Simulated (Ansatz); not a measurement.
Bi:
```yaml
crystal:
  lattice:
    - [0.00000, 2.51665, 2.51665]
    - [2.51665, 0.00000, 2.51665]
    - [2.51665, 2.51665, 0.00000]
  atoms:
    - { symbol: Bi, position: [0.00000, 0.00000, 0.00000] }
```

Relaxed with PBE. Special points in fractions of this cell's reciprocal vectors: Γ (0.000, 0.000, 0.000); X (0.500, 0.000, 0.500); U (0.625, 0.250, 0.625); K (0.375, 0.375, 0.750); L (0.500, 0.500, 0.500); W (0.500, 0.250, 0.750).

Task: List the band energies nearest the Fermi level at these points for the program Ansatz at the PBE with spin–orbit coupling level (PAW).

Result: In eV from the Fermi level; about four levels below and three above (degenerate sets whole), none deeper than 8.9 eV; … stands for higher levels left out; points with the same levels are listed once.

```csv
k,below,above
Γ,–,2.15 2.15 5.82 5.82 5.82 5.82
X,-4.66 -4.66 -0.40 -0.40,1.01 1.01 4.04 4.04
U,-4.00 -4.00 -2.41 -2.41,1.14 1.14 5.12 5.12
L,-5.35 -5.35,2.06 2.06 4.16 4.16
W,-2.23 -2.23 -0.95 -0.95,8.65 8.65 …
```

Space group Fm-3m (fcc (Cu type)). The start of the workflow was typed in or built on a structure type; neither database checked (COD, Materials Project) lists it. It is not the phase usual at ambient conditions (space group No. 166). The PBE relaxation kept the symmetry of its start; its stability against distortions is not shown here.

Potentials: the later of the program's two PAW sets.
